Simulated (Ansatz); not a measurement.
A geometry of Si2Mo away from equilibrium: step 2 of the relaxation of a relaxed Si2Mo cell shaken by Gaussian noise of σ = 0.08 Å a coordinate. Calculation: r2SCAN (plane waves to 500 eV, PAW, scalar-relativistic; Ansatz, a quantum-chemistry and plane-wave program). Γ-centred k-mesh 8×8×5 on the run's cell, Fermi–Dirac smearing 0.05 eV.

```
Si2Mo
1.0
    4.55444     0.01374     0.02653
   -2.26531     3.96285    -0.06274
    0.03807    -0.08198     6.55322
Mo Si
3 6
Direct
  0.48757   0.01174   0.99921
  0.49290   0.48822   0.34293
  0.00969   0.50713   0.66839
  0.15066   0.33071   0.00529
  0.82731   0.15062   0.33603
  0.66941   0.84728   0.66768
  0.82611   0.68133   0.00476
  0.16395   0.82538   0.33806
  0.32808   0.17623   0.67431
```

### Question
What forces act on the atoms (eV/Å)?

### Answer
| atom | Fx | Fy | Fz |
|---|---|---|---|
| Mo1 | 1.11 | -0.62 | 0.72 |
| Mo2 | -0.11 | 0.79 | -1.02 |
| Mo3 | -1.18 | -0.28 | 0.45 |
| Si4 | 0.01 | 0.26 | -0.06 |
| Si5 | 0.00 | 0.26 | 0.07 |
| Si6 | 0.39 | -0.12 | 0.17 |
| Si7 | 0.07 | -0.17 | -0.14 |
| Si8 | -0.35 | 0.15 | 0.10 |
| Si9 | 0.05 | -0.29 | -0.29 |

### Question
What is the pressure?

### Answer
+2.8 GPa, compression positive.

### Question
How much energy per atom can still be gained by relaxing?

### Answer
0.03 eV/atom; the path ends in P6₂22 (No. 180) (AFLOW prototype AB2_hP9_180_d_j (C40, as in CrSi2)).

No spin polarisation in the result.

The first start was generated by placing the elements on the sites of a structure type. Materials Project lists a structure of Si2Mo in the same space group, P6₂22 (No. 180); the sites were not compared with it, nor with measured phases. Known forms of Si2Mo include space group No. 139.
